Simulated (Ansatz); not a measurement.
## ScAl₃ — Al-27 nuclear quadrupole resonance

Cell: a computed structure from the Materials Project (it need not be an observed phase).

```xyz
4
Lattice="4.0878 0.0000 0.0000 0.0000 4.0878 0.0000 0.0000 0.0000 4.0878" Properties=species:S:1:pos:R:3 pbc="T T T"
Sc    0.0000    0.0000    0.0000
Al    2.0439    0.0000    2.0439
Al    0.0000    2.0439    2.0439
Al    2.0439    2.0439    0.0000
```

Sites (sets of like atoms) are named by element and the number of their first atom in this list.

Computed with Ansatz: DFT, PBE, plane waves and PAW, scalar-relativistic, 420 eV cutoff, Γ-centred 8×8×8 k-points, Fermi–Dirac smearing 0.05 eV.

Al-27: I = 5/2, Q = 146.6 mb (year-2017 value). Static lattice, zero field.

Q: At which frequencies do the Al-27 NQR lines lie?

A: For I = 5/2 and η = 0 the lines are 3|C_Q|/20 and twice that; η pulls their ratio below 2.

| site | atoms | V_zz (10²¹ V/m²) | C_Q (MHz) | η | line frequencies (MHz) |
| --- | --- | --- | --- | --- | --- |
| Al | 2, 3, 4 | 2.00 | 7.09 | 0.00 | 1.06, 2.13 |

An axis of threefold or higher order runs through Al, so V_zz lies along it and η is zero.

The run finds no gap above 0.1 eV (a metal, or nearly one), so the gradients can move by 10 % or more with the k-mesh.
